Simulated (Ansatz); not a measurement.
BN:
```xyz
12
Lattice="2.5466 0.0000 0.0000 -1.2733 2.2054 0.0000 0.0000 0.0000 12.5297" Properties=species:S:1:pos:R:3 pbc="T T T"
B      0.0000     0.0000     0.0007
B      0.0000     0.0000     6.2655
B      1.2733     0.7351    10.4331
B      0.0000     1.4703     4.1682
B      1.2733     0.7351     2.0869
B      0.0000     1.4703     8.3518
N      0.0000     0.0000    10.9561
N      0.0000     0.0000     4.6912
N      1.2733     0.7351     8.8720
N      0.0000     1.4703     2.6072
N      1.2733     0.7351     0.5253
N      0.0000     1.4703     6.7901
```

Relaxed with PBEsol. Special points in fractions of this cell's reciprocal vectors: Γ (0.000, 0.000, 0.000); M (0.500, 0.000, 0.000); K (0.333, 0.333, 0.000); A (0.000, 0.000, 0.500); L (0.500, 0.000, 0.500); H (0.333, 0.333, 0.500).

**Question.** List the band energies nearest the valence-band maximum at these points for the program Ansatz at the PBEsol level (PAW).

**Answer.** In eV from the valence-band maximum; about four levels below and three above (degenerate sets whole), none deeper than 8.9 eV; points with the same levels are listed once.

```
k                        below                above
-  ---------------------------  -------------------
Γ  -0.59 -0.59 -0.09 0.00 0.00       8.63 8.63 8.76
M      -2.99 -2.95 -2.60 -2.02       5.04 5.41 6.86
K      -4.59 -3.58 -3.41 -3.41       6.96 6.96 7.61
A      -0.18 -0.18 -0.18 -0.18  8.87 8.87 8.87 8.87
L      -2.75 -2.75 -2.30 -2.30  5.19 5.19 7.10 7.10
H      -4.01 -4.01 -3.58 -3.58  7.10 7.10 8.28 8.28
```

Space group P6_3mc. The cell is a constructed one: a structure type filled with these elements. Its sites differ from those of the usual phase in this space group: another stacking or structure type. The cell was relaxed with PBEsol under the symmetry of its start; of distortions, only those at the zone centre were tested.

Potentials: the later of the program's two PAW sets.
